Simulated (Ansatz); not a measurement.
**Trial structures of Sc3Te2: starts and ends**

Theory: DFT PBE, scalar-relativistic, plane waves, PAW in Ansatz. All cells share a 420 eV cutoff and Γ-centred k meshes spaced at most about 0.3 Å⁻¹ (about 0.25 or finer for metals, 2π included). Collinear spin in cells that started with moments and kept them past the coarse steps, no spin elsewhere.

Each guess was relaxed in cell and atoms at zero pressure, within the symmetry of its start. Temperature and zero-point effects are left out. Coordination counts Te atoms around Sc (those within 1.25 times the shortest such distance or 1.15 times the sum of covalent radii; a slash parts the counts of unlike sites).

```csv
guess,made from,start group,V start (Å³/atom),end group,V end (Å³/atom),coordination at the end,gap on mesh (eV),largest moment (μB),E over the lowest end (meV/atom)
1,random cell,P6/mmm,24.8,P6/mmm,35.1,Sc 4,0,0.3,251
2,Fe3Ge2 type,P-6m2,23.4,P-6m2,25.5,Sc 5/6,0,-,0
3,Tl2F3 type,Pm-3m,25.0,?,?,?,?,?,?
4,random cell,P4/mmm,24.4,P4/mmm,27.7,Sc 4,0,0.0,229
```

Guess 3 as it starts:

```
Sc Te
1.0
     4.99927    0.00000    0.00000
     0.00000    4.99927    0.00000
     0.00000    0.00000    4.99927
Sc Te
3 2
Direct
  0.50000 0.00000 0.00000
  0.00000 0.50000 0.00000
  0.00000 0.00000 0.50000
  0.50000 0.50000 0.50000
  0.00000 0.00000 0.00000
```

**Question.** Fill in the missing row: what does this guess relax into, and where does it rank?

**Answer.** It ends in space group Pm-3m (No. 221), with a = 5.326 Å, 30.2 Å³/atom and no gap, without spin. It lies 0.58 eV/atom over the lowest end, above guess 1 and so the highest of the set. Counting Te atoms around Sc, this end has Sc 2 and the lowest (guess 2) has Sc 5/6.

```cif
data_structure
_symmetry_space_group_name_H-M 'Pm-3m'
_symmetry_Int_Tables_number 221
_cell_length_a 5.3261
_cell_length_b 5.3261
_cell_length_c 5.3261
_cell_angle_alpha 90.000
_cell_angle_beta 90.000
_cell_angle_gamma 90.000
_cell_volume 151.09
loop_
_atom_site_label
_atom_site_type_symbol
_atom_site_symmetry_multiplicity
_atom_site_Wyckoff_symbol
_atom_site_fract_x
_atom_site_fract_y
_atom_site_fract_z
_atom_site_occupancy
Sc1 Sc 3 d 0.50000 0.00000 0.00000 1
Te1 Te 1 b 0.50000 0.50000 0.50000 1
Te2 Te 1 a 0.00000 0.00000 0.00000 1
```

Formation energies are uncorrected and refer to the elements' standard structures at the same level.

**Question.** Is the lowest end bound against the elements?

**Answer.** Yes: its formation energy is −0.65 eV/atom. Whether it is stable depends on the other phases of the system, which aren't compared here.

Spin–orbit coupling, which can matter for Te, is left out. The reference form of Te is held partly by dispersion forces, which this level lacks. Another magnetic order may lie lower. Cells relaxed within their symmetry can be saddle points. A lower structure may well exist outside this small set. Some types were kept out of the candidates beforehand, so the set may lack a known form.
